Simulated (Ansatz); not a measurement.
Sb:
```
Sb
1.0
    3.06063     0.00000     0.00000
    0.00000     3.06063     0.00000
    0.00000     0.00000     3.06063
Sb
1
Cartesian
  0.00000   0.00000   0.00000
```

This is the PBEsol-relaxed structure.

All from PBEsol (plane waves, PAW; program Ansatz), unless another level is named. Estimate the Debye temperature from the elastic constants.

203 K.

What about the elastic constants (relaxed ions, GPa)?

C11 = 147, C12 = 20.0, C44 = 11.3.

Space group Pm-3m (simple cubic). The first step of the workflow began from a Materials Project structure, measured or hypothetical; the Crystallography Open Database files this formula in space group No. 221, but the cells were not matched. It is not the phase usual at ambient conditions (space group No. 166). The PBEsol relaxation kept the symmetry of its start; its stability against distortions is not shown here. As this level gives no gap, shear constants depend on the k-mesh and smearing (Fermi–Dirac, 0.1 eV here). Spin–orbit coupling is left out wherever it is not named.

Potentials: the later of the program's two PAW sets.
